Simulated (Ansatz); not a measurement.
Structure optimisation: scandium, dhcp

Computed with DFT, m-r2SCAN, plane waves (500 eV) with PAW, scalar-relativistic (Ansatz). The PAW files were generated under PBE, with cores re-solved for the functional.

k-point mesh 11×11×3, Fermi-Dirac smearing 0.05 eV, starting moments 1.00 ×4 μB. Cell and atoms relax.

Starting structure:

```yaml
crystal:
  lattice:
    - [3.282187217, 0.0, 0.0]
    - [-1.6410936085, 2.8424575099, 0.0]
    - [0.0, 0.0, 10.7196234508]
  atoms:
    - { symbol: Sc, position: [0.0, 0.0, 0.0], spin: 1.0 }
    - { symbol: Sc, position: [0.0, 0.0, 0.5], spin: 1.0 }
    - { symbol: Sc, position: [0.3333333333, 0.6666666667, 0.25], spin: 1.0 }
    - { symbol: Sc, position: [0.6666666667, 0.3333333333, 0.75], spin: 1.0 }
hamiltonian:
  xc: mr2scan
  pseudopotentials:
    kind: paw
    azcp:
      Sc: "pseudopotentials/Sc.paw.azcp"
basis:
  ecutwfc: 500
  fft_grid_basis: typed
kpoints:
  mp_grid: { grid: [11, 11, 3], shift: [0, 0, 0] }
magnetization:
  spin_polarized: true
scf:
  occupations: { method: fermi_dirac, width: 0.05 }
relax:
  max_steps: 60
  f_tol: 0.01
  cell: {}
```

**Question.** The pressure at the start is 0.1 GPa. By how much does the volume change?

**Answer.** From 25.00 to 25.05 Å³ per atom, 0.2 %. The final cell has a = 3.303 Å, c = 10.603 Å (c/a = 3.210).

**Question.** How much energy does the relaxation gain?

**Answer.** 1.3 meV per atom.

**Question.** Which magnetic state does it end in?

**Answer.** ferromagnetic, net 0.41 μB per atom; moments 0.28 ×2, 0.23 ×2 μB.

m-r²SCAN is r²SCAN on the gauge-invariant kinetic-energy density; without spin polarisation the two are equal.
